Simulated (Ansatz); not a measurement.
This Si3As2 structure is the end of a relaxation. The cell was found from a structure generator's guess, not taken from experiment.

These are results of DFT PBE, scalar-relativistic, plane waves, PAW (Ansatz), not measurements. Cutoff 420 eV, Γ-centred mesh, Gaussian smearing, no spin polarisation.

```
Si As
1.0
     1.92512    1.11147    8.05329
    -1.92512    1.11147    8.05329
     0.00000   -2.22294    8.05329
Si As
3 2
Cartesian
  0.0000 0.0000 19.7241
  0.0000 0.0000 4.4357
  0.0000 0.0000 0.0000
  0.0000 0.0000 6.7900
  0.0000 0.0000 17.3699
```

Energies over the elements count from the elements' standard structures at the same level, with no fitted energy shifts.

(1) What space group does it have?

(2) What is its formation energy per atom?

(3) Is it a metal?

## Answers

(1) R-3m (No. 166). Conventional cell: a = 3.850 Å, c = 24.160 Å. Around Si on a site of symmetry 3m lie 1 As at 2.35 Å and 3 Si at 2.37 Å; around Si on a site of symmetry -3m lie 6 As at 2.56 Å; As has 1 Si at 2.35 Å and 3 Si at 2.56 Å.

(2) +0.10 eV/atom. A positive value: parting into the elements would lower its energy.

(3) Yes, bands cross the Fermi level on the 12×12×6 mesh.

The last run used a 12×12×6 mesh (in the run's order of axes) for its 5-atom cell and Gaussian smearing of 0.10 eV. The reference form of As is held partly by dispersion forces, which this level lacks. This cell was reached by moving the atoms of another relaxed cell at random and relaxing again, last within the group found; it had no such test of its own.
